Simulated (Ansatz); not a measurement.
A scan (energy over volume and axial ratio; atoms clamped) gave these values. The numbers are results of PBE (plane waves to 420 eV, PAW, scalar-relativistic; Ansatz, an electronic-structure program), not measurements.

* **Modulus against c/a change at fixed volume, (3/4V)·∂²E/∂(ln c/a)² (fit, atoms clamped)**: 47 GPa, an upper bound as the atoms could relax

Task: Of these crystals, all scanned alike, which one is it?
(A) Te (trigonal-Te type, space group P3_121)
(B) La₂O₃ (A-La2O3 type, space group P-3m1)
(C) MoSi₂ (MoSi2 type, space group I4/mmm)

Result: B, La₂O₃ (A-La2O3 type, space group P-3m1). The others have, for the modulus against c/a change at fixed volume, (3/4V)·∂²E/∂(ln c/a)²: MoSi2 190 GPa, Te 14 GPa

All were relaxed with their symmetry unable to fall. La2O3 is run without spin polarisation. MoSi2 is run without spin polarisation. Spin-orbit coupling is left out. The PAW data are Ansatz's earlier set. As the atoms are clamped, bonds stretch with the cell, which overstates energies and stresses.

(A scan under strain: stresses follow from slopes of the energy per volume, elastic moduli from its curvatures.)
